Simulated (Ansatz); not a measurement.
Ta₂O₅ in space group Pmmn (No. 59; Ta on 4e, O on 4e, O on 4e, O on 2a) at seven volumes, r²SCAN in the plane-wave PAW code Ansatz, shape and atoms relaxed at each. One row is withheld.

```
V (Å³/atom)  P (GPa)
-----------  -------
12.569         26.03
12.983         15.94
13.398          7.19
13.812          0.00
14.226         -5.65
14.641             ?
15.055        -12.46
```

Fit the shown pressures and predict the withheld one.

P = (3/2)B₀(x^(7/2) − x^(5/2))[1 + (3/4)(B′ − 4)(x − 1)] with x = (V₀/V)^(2/3). Least squares on the six rows gives V₀ = 13.823 Å³/atom, B₀ = 200 GPa, B′ = 6.90. At V = 14.641, x = 0.9624 and P = -9.41 GPa. The run itself gave -9.81 GPa.

The workflow started from a Materials Project entry (that database holds measured and hypothetical structures alike); the Crystallography Open Database copy checked does not list it. COD files the formula under space group No. 49, so this cell is another polymorph or a model. Its standing as an ambient phase is unchecked. The r²SCAN relaxation kept the symmetry of its start; its stability against distortions is not shown here. The run is not spin-polarised. Scalar-relativistic: spin–orbit coupling is off unless named, which matters more the heavier the elements.

Potentials: the later of the program's two PAW sets.
